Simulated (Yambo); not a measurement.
NaSbF6 (space group Fm-3m, No. 225), G0W0@LDA in Yambo with this input:

```
rim_cut
gw0
dyson
el_el_corr
HF_and_locXC
ppa
em1d
RandQpts= 1000000
RandGvec= 1 Ry
EXXRLvcs= 88 Ry
VXCRLvcs= 352 Ry
Chimod= "HARTREE"
% BndsRnXp
 2 | 212 |
%
NGsBlkXp= 7 Ry
% LongDrXp
 1.0 | 1.0 | 1.0 |
%
PPAPntXp= 27.2114 eV
% GbndRnge
 1 | 212 |
%
GTermKind= "BG"
DysSolver= "n"
ExtendOut
```

On a 2×2×2 mesh, with wavefunctions cut at 88 Ry, the gap (Γ → Γ) is 10.048 eV and the valence edge shifts by -2.806 eV.

Question: What happens with this change: exchange cut at 20 Ry?

Answer: The gap falls by 0.354 eV, to 9.694 eV; the shift of the valence edge becomes -2.009 eV. Neither run is shown to be the converged limit.

The standard potential for Sb keeps a d shell in the valence without the s and p states of that shell. In tests on such compounds this moved G0W0 gaps by up to about 0.9 eV, so absolute quasiparticle energies here are unreliable; differences between settings are what counts.

Spin-orbit coupling is not included.

Geometry of the Materials Project entry, not relaxed at this level; primitive cell a = b = c = 5.8472 Å, α = β = γ = 60.00°.

A shift is the quasiparticle energy of the state minus its LDA energy.
